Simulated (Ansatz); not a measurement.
LuPO4:
```
LuPO4
1.0
   -3.39820     3.39820     2.97734
    3.39820    -3.39820     2.97734
    3.39820     3.39820    -2.97734
Lu P O
2 2 8
Direct
  0.75000   0.25000   0.50000
  0.00000   0.00000   0.00000
  0.50000   0.50000   0.00000
  0.25000   0.75000   0.50000
  0.51459   0.33795   0.17663
  0.08795   0.41132   0.32337
  0.16132   0.33795   0.82337
  0.08795   0.76459   0.67663
  0.23541   0.91205   0.32337
  0.66205   0.48541   0.82337
  0.58868   0.91205   0.67663
  0.66205   0.83868   0.17663
```

Relaxed with r²SCAN. Special points in fractions of this cell's reciprocal vectors: Γ (0.000, 0.000, 0.000); X (0.000, 0.000, 0.500); M (-0.500, 0.500, 0.500); Z (0.442, 0.442, -0.442); Z0 (-0.442, 0.558, 0.442); P (0.250, 0.250, 0.250); N (0.000, 0.500, 0.000).

Question: List the band energies nearest the valence-band maximum at these points for the program Ansatz at the r²SCAN level (PAW).

Answer: In eV from the valence-band maximum; about four levels below and three above (degenerate sets whole), none deeper than 8.9 eV; points with the same levels are listed once.

```json
[
 {"k": "Γ", "below": "-0.42 -0.38 -0.38 0.00", "above": "6.87 7.48 8.40"},
 {"k": "X", "below": "-0.53 -0.53 -0.33 -0.33", "above": "7.22 7.22 8.41 8.41"},
 {"k": "M", "below": "-0.79 -0.79 -0.49 -0.49", "above": "8.11 8.11 8.52 8.52"},
 {"k": "Z", "below": "-0.90 -0.90 -0.78 -0.38 -0.38", "above": "8.09 8.13 8.41"},
 {"k": "P", "below": "-0.73 -0.73 -0.42 -0.42", "above": "7.32 7.32 8.56 8.56"},
 {"k": "N", "below": "-0.73 -0.58 -0.19 -0.10", "above": "7.56 7.77 8.30"}
]
```

Space group I4_1/amd. The workflow started from an entry of the Crystallography Open Database (COD, 298 K). Whether it is the stable phase at ambient conditions was not checked. The cell was relaxed with r²SCAN under the symmetry of its start; its stability against distortions is not shown here. Scalar-relativistic: spin–orbit coupling is off unless named, which matters more the heavier the elements.

Potentials: the later of the program's two PAW sets.
